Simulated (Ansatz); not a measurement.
Computed with DFT PBE, scalar-relativistic, plane waves, PAW in Ansatz. All cells share a 420 eV cutoff and Γ-centred k meshes spaced at most about 0.3 Å⁻¹ (about 0.25 or finer for metals, 2π included). Collinear spin in cells that started with moments and kept them past the coarse steps, no spin elsewhere.

Temperature and zero-point effects are left out.

Two forms of LaNiI were relaxed alike.

A. (no spin)

```xyz
3
Lattice="4.5721 0.0000 0.0000 -2.2861 3.9596 0.0000 0.0000 0.0000 4.7202" Properties=species:S:1:pos:R:3 pbc="T T T"
La    0.0000    0.0000    0.0000
Ni    0.0000    2.6397    0.0000
I     2.2861    1.3199    2.3601
```

B. (site moments Ni 0.3 μB)

```xyz
3
Lattice="5.2623 0.0000 0.0000 -2.6312 4.5573 0.0000 0.0000 0.0000 3.7045" Properties=species:S:1:pos:R:3 pbc="T T T"
La    0.0000    0.0000    1.8523
Ni    0.0000    3.0382    0.0000
I     2.6312    1.5191    1.8523
```

Task: Which form is favoured at zero pressure, and by what margin per atom?

Result: A is lower, by 0.44 eV/atom. A has space group P-6m2 (No. 187), 28.5 Å³/atom and no gap on its mesh; B has space group P-6m2 (No. 187), 29.6 Å³/atom and no gap. Counting I atoms around La and Ni (those within 1.25 times the shortest such distance or 1.15 times the sum of covalent radii; the shortest distance is added where it is long for a bond), A has La 6, Ni 6 from 3.5 Å and B has La 3, Ni 6 from 3.6 Å. Their magnetic states differ too. The denser one is the lower, and pressure would at first widen the difference. Both come from invented guesses. A third cell relaxed alike, in P4/mmm, lies 41 meV/atom below the lower of the two.

These runs have no spin–orbit coupling, which can matter for I. The zero gap of P-6m2 at 28.5 Å³/atom may come from the functional, which often closes small gaps, or the cell may be a true semimetal. No Hubbard U is applied to the 3d shell of Ni. Another magnetic order may lie lower. Trial moments died out on the coarse mesh in P-6m2; another magnetic start might hold. Cells relaxed within their symmetry can be saddle points.
